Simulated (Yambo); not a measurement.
CdOFH (space group P2_1, No. 4, within 0.06 Å of Pmn2_1), G0W0@LDA (Yambo, plasmon pole, terminator in G, 4×2×2 mesh): gap (0, 0, -0.5) → Γ in eV by bands and screening block.

```csv
bands (W and G),2 Ry,3 Ry,4 Ry,6 Ry,7 Ry
52,4.71,4.53,4.48,4.44,?
70,4.39,4.20,4.15,4.14,4.15
94,4.19,?,3.93,3.93,3.95
124,4.09,3.86,3.81,3.82,3.84
155,4.04,3.81,3.74,?,3.79
```

**Question.** Estimate the withheld gaps from their neighbours; the computed values follow.

**Answer.** 
- 52, 7 Ry: 4.45
- 94, 3 Ry: 3.98
- 155, 6 Ry: 3.77

The largest settings aren't shown to be the converged limit.

Spin-orbit coupling is not included.

Geometry of the Materials Project entry, not relaxed at this level; primitive cell a = 3.5344 Å, b = 4.8447 Å, c = 5.6280 Å, α = γ = 90.00°, β = 90.08°.

The structure is a Materials Project entry; no match was found in the copy of COD used, and its stability was not checked.
